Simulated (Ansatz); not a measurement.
Start of a relaxation of BeS₄:

```cif
data_structure
_symmetry_space_group_name_H-M 'P6/mmm'
_symmetry_Int_Tables_number 191
_cell_length_a 4.7706
_cell_length_b 4.7706
_cell_length_c 5.0289
_cell_angle_alpha 90.000
_cell_angle_beta 90.000
_cell_angle_gamma 120.000
_cell_volume 99.12
loop_
_atom_site_label
_atom_site_type_symbol
_atom_site_symmetry_multiplicity
_atom_site_Wyckoff_symbol
_atom_site_fract_x
_atom_site_fract_y
_atom_site_fract_z
_atom_site_occupancy
Be1 Be 1 a 0.00000 0.00000 0.00000 1
S1 S 4 h 0.33333 0.66667 0.69250 1
```

All numbers below come from DFT PBE, scalar-relativistic, plane waves, PAW in Ansatz. Cutoff 420 eV, Gaussian smearing, Γ-centred meshes. Cell and atoms relax first on a coarse mesh and then on a finer one. In between, the cell is made exact in the group found at 0.06 Å. In metals the finer mesh still leaves noise of several meV/atom or more. The steps can't lower the symmetry of their start. No spin polarisation.

A guess keeps its type if space group and coordination stay and the shape of the cell changes little (axis ratios within about 15 %, angles within 6°); the volume may change.

Question: Does this structure survive the relaxation?

Answer: It keeps its type. The symmetry stays P6/mmm (No. 191). The volume per atom grows by 11.3 %, from 19.8 to 22.1 Å³. The shortest distance goes from 1.94 Å (S–S) to 1.92 Å (S–S). The ratio c/a of the conventional cell changes by a factor of 0.91. Counting neighbours within 15 % of an atom's shortest distance, the start has Be 12, S 1 and the end Be 12, S 1.

The zero of energy is the elements' standard structures at the same level; no fitted shifts are applied.

Question: At what energy does it end?

Answer: +0.72 eV/atom. A positive value: parting into the elements would lower its energy.

The last run used a 12×12×8 mesh (in the run's order of axes) for its 5-atom cell and Gaussian smearing of 0.10 eV. No dispersion correction is applied, so the spacing and binding between layers, chains or molecules are poorly described. The reference form of S is held partly by dispersion forces, which this level lacks. A structure relaxed within its symmetry needn't be a true minimum. Another cell of BeS4 relaxed alike, in Cmmm, lies 0.54 eV/atom lower, so this cell isn't the stable form at this level.
